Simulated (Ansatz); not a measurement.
**Zone-centre phonons of TiAl2 at 6 GPa: input and output**

All numbers below come from DFT LDA, scalar-relativistic, plane waves, PAW (Ansatz).

Launched with:
```bash
ansatz run input.yaml --threads 2 --pin off --max-ram 6144MiB --backend cpu --events-out ev --progress --plain --runs-dir out
```

Input (bare energies are in eV):
```yaml
crystal:
  lattice:
    - [1.9061308437, -5.8896248042, 0.0]
    - [1.9061308437, 5.8896248042, 0.0]
    - [0.0, 0.0, 3.865434865]
  atoms:
    - { symbol: Ti, position: [0.6564600791, 0.3435399209, 0.0] }
    - { symbol: Ti, position: [0.3435399209, 0.6564600791, 0.0] }
    - { symbol: Al, position: [0.0, 0.0, 0.0] }
    - { symbol: Al, position: [0.827573898, 0.172426102, 0.5] }
    - { symbol: Al, position: [0.172426102, 0.827573898, 0.5] }
    - { symbol: Al, position: [0.5, 0.5, 0.5] }
basis:
  ecutwfc: 420
kpoints:
  mp_grid: { grid: [10, 10, 10] }
hamiltonian:
  xc: lda
scf:
  occupations: { method: fermi_dirac, width: 0.15 }
output:
  eigenvalues: true
phonons:
  method: dfpt
  eigenvectors: true
```

The end of the output:
```
--- Phonons (Γ-DFPT): 12 representative perturbations + reference, on 186 of 1000 k-points (Σ response iterations 36) ---
  k mesh reduced under 4 symmetry operations, with k and −k counted as one. Each operation leaves every solved displacement unchanged or reverses it
  ASR residual: 1.647e-3 → 0.000e0 eV/Å²; symmetrization residual: 4.527e-6 eV/Å²
  ASR residual per site (eV/Å²): 1.65e-3 1.65e-3 1.31e-5 1.86e-5 1.86e-5 1.70e-5
  Γ frequencies (cm⁻¹): 0.00 0.00 0.00 237.84 251.52 256.92 262.77 264.69 280.11 307.12 313.31 334.26 336.63 342.60 360.36 370.46 388.16 389.25
  non-analytic LO–TO correction: not included (Born effective charges unavailable; polar crystals: no LO–TO splitting at Γ)
```

The run took 2.6 min on 2 threads of Intel(R) Xeon(R) 6975P-C (Granite Rapids), with other jobs on the host, peak memory 1.7 GiB.

In a metal, frequencies and elastic constants depend on the k mesh and the smearing, soft modes and shear constants most. Other phases may be more stable at this pressure.